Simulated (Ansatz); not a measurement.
Hf2Ge:
Space group I4/mcm (No. 140); a = b = 6.6096 Å, c = 5.2720 Å, α = β = γ = 90.00°

```tsv
atom	site	symmetry	x	y	z
Hf	8h	m.2m	0.1551	0.3449	0.0000
Ge	4a	422	0.0000	0.0000	0.2500
```
(The calculation used a cell of 6 atoms; values per cell refer to that cell.)

Relaxed at zero pressure with DFT-r²SCAN in the program Ansatz with PAW potentials.

Question: The volume is lowered by 6 % and shape and atoms relax at that volume. What pressure results, and how do the axes share the change?

Answer: 9.9 GPa; a -2.1 %, b -2.1 %, c -2.0 %; the energy rises by 34 meV/atom.

Question: Give the new structure.

Answer: 
Space group I4/mcm (No. 140); a = b = 6.4724 Å, c = 5.1680 Å, α = β = γ = 90.00°

```
atom  site  symmetry       x       y       z
----  ----  --------  ------  ------  ------
Hf      8h      m.2m  0.1549  0.3451  0.0000
Ge      4a       422  0.0000  0.0000  0.2500
```

The phase is kept; no other phase was compared at this pressure.

The workflow started from a Materials Project entry (that database holds measured and hypothetical structures alike); the Crystallography Open Database copy checked does not list it. Its standing as an ambient phase is unchecked. The cell was relaxed with r²SCAN under the symmetry of its start; its stability against distortions is not shown here. The run is not spin-polarised. Spin–orbit coupling is left out wherever it is not named.

Potentials: the later of the program's two PAW sets.
